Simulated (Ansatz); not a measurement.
CuI (zinc blende)

```
CELL_PARAMETERS angstrom
      0.00000     2.96952     2.96952
      2.96952     0.00000     2.96952
      2.96952     2.96952     0.00000
ATOMIC_POSITIONS crystal
  I  0.75000 0.75000 0.75000
  Cu 0.00000 0.00000 0.00000
```

The slice is a {110} plane (indices of the conventional cell) through the point (0.000, 0.000, 0.000) (fractional), spanned by u = [100] and v = [1 -1 -1] in vectors of this cell: u (4.20 Å) and v (5.94 Å, at 90° to u). It covers one period; positions are fractions (u, v).

Level of theory: PBEsol (plane waves to 420 eV, PAW, scalar-relativistic; Ansatz, a program for electronic structure). k mesh 10×10×10. Near the nuclei the fields are pseudised (PAW); where an atom keeps semicore shells as valence, they peak there. CuI is run without spin polarisation. CuI was relaxed with its symmetry unable to fall. Spin-orbit coupling is left out, though I is heavy. The PAW data are Ansatz's earlier set.

Problem. What is the ELF at the density minimum of the shortest I–Cu line in this plane (2.57 Å)?

Solution. 0.3.

Problem. What is the valence density on the shortest I–Cu line in this plane (2.57 Å), at its minimum between the atoms?

Solution. 0.40 e/Å³.

Problem. The ELF has a maximum in the middle third of the I–Cu line. Where, and how high?

Solution. 0.70, 1.1 Å from I.

Problem. Predict the map of the density of the lowest conduction band (whole band as if filled, smooth part) on the slice.

Solution. 
```
|5522000011111100000000000000111111000022|
|0000001111111100000000000000111111110000|
|0000111111111100000000000000111111111100|
|1111111111111100000000000000111111111111|
|1111111111110000000000000000001111111111|
|1111111100000000000000000000000000111111|
|0000000000000000000000000000000000000000|
|0000000000000000000000000000000000000000|
|0000000000000000000000000000000000000000|
|0000000000000000000000000000000000000000|
|0000000000000000000000000000000000000000|
|0000000000000000000000000000000000000000|
|0000000000000000000000000000000000000000|
|0000000000000000000000000000000000000000|
|0000000000000000000000000000000000000000|
|0000000000000011111111111111000000000000|
|0000000000111111111111111111111100000000|
|0000000000112222222222222222221100000000|
|0000000000112222222222222222221100000000|
|0000000000112222222222222222221100000000|
|0000000000111111222211222211111100000000|
|1111110000001111112222221111110000001111|
|1111110000000011111122111111000000001111|
|1111111100000000111122111100000000111111|
|0000111111000000001111110000000011111100|
|0000001111110000000011000000001111110000|
|5522000011110000000000000000001111000022|
|9955000011111100000000000000111111000055|
```
Scale: ten equal steps from 0.006 (start of '0') to 0.340 (end of '9'), in the order '0123456789'. Values: density of the lowest conduction band (whole band as if filled, smooth part) in e/Å³. The map has 20 points along u (two characters each, u = 0 at the left) and 28 along v (v = 0 in the bottom row).
